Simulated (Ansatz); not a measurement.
PI2:
```yaml
crystal:
  lattice:
    - [-2.03576, -0.89818, -7.06791]
    - [-1.07746, -7.08832, 0.00000]
    - [-4.52660, 0.00000, 0.00000]
  atoms:
    - { symbol: P, position: [0.03677, 0.86173, 0.39730] }
    - { symbol: P, position: [0.96323, 0.13827, 0.60270] }
    - { symbol: I, position: [0.33620, 0.77261, 0.55888] }
    - { symbol: I, position: [0.66380, 0.22739, 0.44112] }
    - { symbol: I, position: [0.80578, 0.69426, 0.81484] }
    - { symbol: I, position: [0.19422, 0.30574, 0.18516] }
```

Relaxed with r²SCAN+D4.

Map the electron localisation function on the plane through (0.037, 0.862, 0.397) spanned by u = [0, 0, 1] and v = [1, -1, 0] in lattice vectors, from DFT-r²SCAN+D4 in the program Ansatz with PAW potentials.

x is the fraction of u, y of v (the angle between them is 84°; rows are the nearest grid lines); atoms in the plane: P at (0.00, 0.00), I at (0.04, 0.63).
```
|000355321000001699999400|
|235776431100000279999842|
|778876532100000147898877|
|556666544432100000123445|
|123344445555310000000111|
|555555444444210012455555|
|656665543332100025777766|
|444555553210000268877654|
|121245666420001478876421|
|211356777641000367776532|
|434567788741000257776654|
|667778887630000013566666|
|667777653100000000012456|
|000000000000000000000000|
|000000000000000000000000|
|012333321000000000000000|
|467788877531000000000024|
|677888888875310000000146|
|567777788886420000000135|
|456666677877520000001124|
|666666666664200013566666|
|777765433211000269999887|
|246665421100001489999842|
|000355321000001699999400|
```
Scale: ten equal steps from -0.011 (start of '0') to 0.980 (end of '9'), in the order '0123456789'; x runs from 0.000 to 1.00, y from 0.000 (bottom) to 1.00 (top).

The density is the valence pseudo-density with augmentation charge, so density and ELF within about 1 Å of a nucleus are not all-electron values.

Space group P-1. The workflow started from an entry of the Crystallography Open Database (COD, 120 K). Whether it is the stable phase at ambient conditions was not checked. Symmetry was held in the r²SCAN+D4 relaxation; its stability against distortions is not shown here. Scalar-relativistic: spin–orbit coupling is off unless named, which matters more the heavier the elements.

Potentials: the later of the program's two PAW sets.
